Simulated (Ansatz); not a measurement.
BAs with Sn replacing B: gradients before and after relaxing the atoms

Start: a supercell of BAs (zinc blende type, F-43m) built from an entry of the Crystallography Open Database (COD), with all atoms left at the host's positions.

Space group F-43m (No. 216); a = 14.3310 Å.

| site | Wyckoff | site symmetry | x | y | z |
| --- | --- | --- | --- | --- | --- |
| Sn | 4a | -43m | 0.0000 | 0.0000 | 0.0000 |
| B2 | 48h | ..m | 0.1667 | 0.0000 | 0.1667 |
| B5 | 16e | .3m | 0.3333 | 0.8333 | 0.1667 |
| B9 | 16e | .3m | 0.6667 | 0.6667 | 0.3333 |
| B15 | 24f | 2.mm | 0.5000 | 0.6667 | 0.5000 |
| As28 | 16e | .3m | 0.0833 | 0.9167 | 0.0833 |
| As29 | 24g | 2.mm | 0.2500 | 0.9167 | 0.2500 |
| As33 | 48h | ..m | 0.5833 | 0.7500 | 0.4167 |
| As41 | 16e | .3m | 0.4167 | 0.5833 | 0.4167 |
| As54 | 4c | -43m | 0.7500 | 0.2500 | 0.7500 |

One atom of each set is listed; the run and its k-mesh use a cell of 54 atoms with edges of 10.13, 10.13, 10.13 Å.

Computed with Ansatz: DFT, PBE, plane waves and PAW, scalar-relativistic, 420 eV cutoff, Γ-centred 2×2×2 k-points, Fermi–Dirac smearing 0.01 eV, cell charge +1.

The largest force at the start is 13 eV/Å. Relaxing the ions at fixed cell moves them by 0.338 Å at most (atom 28, As) and 0.096 Å rms.

```tsv
site	moved (Å)	first shell before	first shell after	V_zz before (10²¹ V/m²)	η before
Sn	0.000	4 As at 2.07 Å	4 As at 2.41 Å	0.00	–
B2	0.056	4 As at 2.07 Å	4 As at 2.03–2.07 Å	0.28	0.02
B5	0.007	4 As at 2.07 Å	4 As at 2.06–2.08 Å	-0.041	0.00
B9	0.002	4 As at 2.07 Å	4 As at 2.07 Å	-0.064	0.00
B15	0.005	4 As at 2.07 Å	4 As at 2.06 Å	-0.041	0.93
As28	0.338	1 Sn at 2.07 Å, 3 B at 2.07 Å	3 B at 2.03 Å, 1 Sn at 2.41 Å	-5.12	0.00
As29	0.009	4 B at 2.07 Å	4 B at 2.03–2.08 Å	0.95	0.86
As33	0.009	4 B at 2.07 Å	4 B at 2.06–2.07 Å	-0.90	0.44
As41	0.003	4 B at 2.07 Å	4 B at 2.06 Å	-0.084	0.00
```

(1) How do the gradients change?

Answers

(1) 

| site | V_zz after | η after | change of V_zz |
| --- | --- | --- | --- |
| Sn | 0.00 | – | 0.00 |
| B2 | -0.26 | 0.92 | – |
| B5 | -0.082 | 0.00 | -0.04 |
| B9 | -0.044 | 0.00 | +0.02 |
| B15 | -0.040 | 0.37 | 0.00 |
| As28 | 3.55 | 0.00 | +8.67 |
| As29 | -2.19 | 0.93 | -3.14 |
| As33 | -1.22 | 0.80 | -0.32 |
| As41 | 0.066 | 0.00 | +0.15 |

The largest change of V_zz along a kept axis is on As28, from -5.12 to 3.55. In per cent, |V_zz| changes by +35 on As (all sites that start above 0.5, bar those whose gradient vanishes or changes sign or whose main axis turns by over 40°). Where |V_zz| stays above 0.1 and the axes keep their order, η moves most on As33, from 0.44 to 0.80. V_zz changes sign on As28 (same axis), As29 (same axis), As41 (same axis). On B2 the largest principal value lies along another axis in the second run, so the two V_zz can't be compared directly. Other sites without a gradient aren't listed.

The defect repeats with the cell of 54 atoms, so it feels its images: sites between two images don't show the values beside a lone defect, and zeros or small values of η there can come from the images' arrangement. A uniform background compensates the cell's charge. Without spin–orbit coupling (the program notes it for Sn) the gradients can shift somewhat, as the gap is small.
Before: The cell keeps the host's lattice, where the PBE pressure is 12 GPa (in a charged cell this depends on the convention for the mean potential). The neighbours have not yet relaxed around the defect (largest force 13 eV/Å), so the values at and beside it are those of a strained start, not of the defect in a real crystal.
After: The relaxation keeps the site symmetry -43m of the start, so the impurity can't leave its site; a start off the site could end lower. The cell keeps the host's lattice, where the PBE pressure is 8 GPa (in a charged cell this depends on the convention for the mean potential).
